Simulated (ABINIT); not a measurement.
ABINIT input for GaP, PBE with JTH PAW datasets:

```
pp_dirpath "./pseudo"
pseudos "Ga.GGA_PBE-JTH.xml, P.GGA_PBE-JTH.xml"

acell 3*1.0 angstrom
rprim
    0.000000000000     2.725810000000     2.725810000000
    2.725810000000     0.000000000000     2.725810000000
    2.725810000000     2.725810000000     0.000000000000
ntypat 2
znucl 31 15
natom 2
typat 1 2
xred
    0.000000000000     0.000000000000     0.000000000000
    0.250000000000     0.250000000000     0.250000000000
tolsym 1e-5
chksymtnons 0
chkprim 0

ecut 20
pawecutdg 40
pawovlp 20
ngkpt 7 7 7
nshiftk 1
shiftk 0 0 0
nband 12
occopt 7
tsmear 0.001
diemac 8
tolvrs 1e-10
nstep 90

nucefg 2
quadmom 0.171 0
nucfc 1
prtwf 0
prtden 0
prteig 0
prtebands 0
prtgsr 0
```

Geometry: a computed entry of the Materials Project; it was not checked against measured cells. It is GaP in F-43m. Stability against distortions was not tested.

Each row changes or adds one setting. The quadmom values are sizes without sign and don't touch the SCF cycle. The limit is 90 steps. Cost ratios are rough, from a shared machine.  

| setting typed | SCF steps | k-points | converged | rough cost ratio |
|---|---|---|---|---|
| as in the input | 11 | 20 | yes | about 1 |
| diemac = 4 | 11 | 20 | yes | about 1 |
| diemix = 0.2 | 31 | 20 | yes | 2 |
| iscf = 3 | 22 | 20 | yes | 2 |
| iscf = 7 | 14 | 20 | yes | about 1 |
| kptopt = 2 | 12 | 172 | yes | 7 |
| kptopt = 3 | 12 | 343 | yes | 10 |
| nline = 1 | 42 | 20 | yes | about 1 |
| nline = 2 | 15 | 20 | yes | about 1 |
| npulayit = 2 | 13 | 20 | yes | about 1 |
| npulayit = 3 | 12 | 20 | yes | about 1 |

Fewest SCF steps among converged rows: 11 (as in the input, diemac = 4); most steps: 42 (nline = 1). Steps of different solvers differ in work.
